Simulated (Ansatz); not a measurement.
# HfSc: how the free axis answers a strain

HfSc, P-6m2, a = 3.242 Å, c = 5.095 Å. The structure is a Materials Project entry; whether it is the stable form wasn't checked. Ansatz: r2SCAN, PAW, 500 eV, Γ-centred 15×15×8 mesh on 2 atoms, Gaussian smearing 0.10 eV; no spin polarisation. Series: biaxial strain in the a-b plane, c and atoms relaxed; x is the strain in per cent. y is the change of c in per cent of 5.095 Å.

| x (%) | y (%) |
| --- | --- |
| -6.0 | ? |
| -4.0 | 3.27 |
| -2.0 | 1.41 |
| 0.0 | 0.00 |
| 2.0 | -1.09 |
| 4.0 | -2.21 |
| 6.0 | -3.22 |

**Question.** Fit y = c1 x + c2 x² to the other rows, say what c1 measures, and predict the missing y.

**Answer.** Least squares on the rows shown. y = −0.6866 x + 0.02752 x². With no stress along c, c1 = −2C13/C33 = -0.687. With a term in x³ added, the coefficient of x becomes -0.6267, 9 % less, which shows how far this figure hangs on the form. At x = -6.0 the fit asked for gives 5.11 %. The run gave 4.95 %, so the fit is 0.16 % too high, within twice the rms miss on the fitted rows (0.11 %).

Spin–orbit coupling is left out, which can shift energies with elements as heavy as these.